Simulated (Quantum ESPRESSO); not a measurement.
**Quadrupole interaction in Cl₂**

```xyz
4
Lattice="3.2642 -2.0575 0.0000 3.2642 2.0575 0.0000 0.0000 0.0000 8.4024" Properties=species:S:1:pos:R:3 pbc="T T T"
Cl     3.2642    -1.5862     5.0814
Cl     3.2642     1.5862     3.3210
Cl     3.2642    -0.4712     0.8802
Cl     3.2642     0.4712     7.5222
```
The cell comes from the Materials Project (a computed structure). It is Cl2 in Cmce; whether this form has been observed was not checked. Stability against distortions was not tested. Forces on the atoms reach 0.39 eV/Å at this level.

Convention: |Vzz| is the largest principal value, η_Q = (Vxx − Vyy)/Vzz, |C_Q| = |eQVzz/h|. Cores are frozen. Against all-electron runs on small test molecules, this scheme's |Vzz| missed by −3 to −9 % on Cl.

Quadrupole moments taken as inputs (sizes, barn, from the tables of PySCF and pymatgen): ³⁵Cl 0.0817.

What do the calculations give at each independent site (field gradients by PBE PAW (JTH datasets; density from pw.x of a modified build of Quantum ESPRESSO, gradients reconstructed from it by a script), 25 Ha, k-mesh 7×7×3 through Γ)?


| site | site symmetry | Vzz (a.u.) | η_Q | ∣C_Q∣ (MHz) |
|---|---|---|---|---|
| Cl (atoms 1, 2, 3, 4) | m | 5.422 | 0.07 | 104 (³⁵Cl) |
